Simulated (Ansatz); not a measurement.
Recipe of this trial structure of Sc4Mo: random cell by space group and Wyckoff sites (P6/mmm, No. 191). The dimensions are guesses.

```cif
data_structure
_symmetry_space_group_name_H-M 'P6/mmm'
_symmetry_Int_Tables_number 191
_cell_length_a 4.9113
_cell_length_b 4.9113
_cell_length_c 5.3463
_cell_angle_alpha 90.000
_cell_angle_beta 90.000
_cell_angle_gamma 120.000
_cell_volume 111.68
loop_
_atom_site_label
_atom_site_type_symbol
_atom_site_symmetry_multiplicity
_atom_site_Wyckoff_symbol
_atom_site_fract_x
_atom_site_fract_y
_atom_site_fract_z
_atom_site_occupancy
Sc1 Sc 2 d 0.33333 0.66667 0.50000 1
Sc2 Sc 2 c 0.33333 0.66667 0.00000 1
Mo1 Mo 1 b 0.00000 0.00000 0.50000 1
```

Theory: Ansatz, DFT PBE, scalar-relativistic, plane waves, PAW. Cutoff 420 eV, Gaussian smearing, Γ-centred meshes. Cell and atoms relax first on a coarse mesh and then on a finer one. In between, the cell is made exact in the group found at 0.06 Å. In metals the finer mesh still leaves noise of several meV/atom or more. The steps can't lower the symmetry of their start. Collinear spin is switched on along the way, since trial moments persisted in a coarse test.

A guess keeps its type if space group and coordination stay and the shape of the cell changes little (axis ratios within about 15 %, angles within 6°); the volume may change.

Problem. Will the relaxed cell still be of the starting type?

Solution. It keeps its type. The symmetry stays P6/mmm (No. 191). The volume per atom grows by 7.5 %, from 22.3 to 24.0 Å³. The shortest distance goes from 2.67 Å (Sc–Sc) to 2.84 Å (Sc–Mo and Sc–Sc). The ratio c/a of the conventional cell changes by a factor of 1.07. Counting neighbours within 15 % of an atom's shortest distance, the start has Mo 6, Sc 5/8 and the end Mo 6, Sc 5/8.

Formation energies are uncorrected and refer to the elements' standard structures at the same level.

Problem. At what energy does it end?

Solution. +0.92 eV/atom. A positive value: parting into the elements would lower its energy.

The last run used collinear spin, a 12×12×8 mesh (in the run's order of axes) for its 5-atom cell and Gaussian smearing of 0.10 eV. Another magnetic order may lie lower. Symmetry constrained the relaxation, so the result can be a saddle point. Another cell of Sc4Mo relaxed alike, in P-3m1, lies 0.73 eV/atom lower, so this cell isn't the stable form at this level.

In counts of neighbours, a slash parts the counts of unlike sites.
